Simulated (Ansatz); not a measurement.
Li (bcc (W type), Im-3m) at seven volumes, the program Ansatz at the r²SCAN+D4 level (PAW), scaled uniformly. One row is withheld.

```tsv
V (Å³/atom)	P (GPa)
19.052	?
19.680	0.90
20.309	0.42
20.937	0.00
21.565	-0.37
22.193	-0.70
22.821	-0.98
```

### Question
Fit the shown pressures and predict the withheld one.

### Answer
P = (3/2)B₀(x^(7/2) − x^(5/2))[1 + (3/4)(B′ − 4)(x − 1)] with x = (V₀/V)^(2/3). Least squares on the six rows gives V₀ = 20.935 Å³/atom, B₀ = 13.2 GPa, B′ = 3.32. At V = 19.052, x = 1.0648 and P = 1.45 GPa. The run itself gave 1.45 GPa.

The r²SCAN+D4 relaxation kept the symmetry of its start. The pairwise dispersion correction was not fitted to metals.

Potentials: the later of the program's two PAW sets.
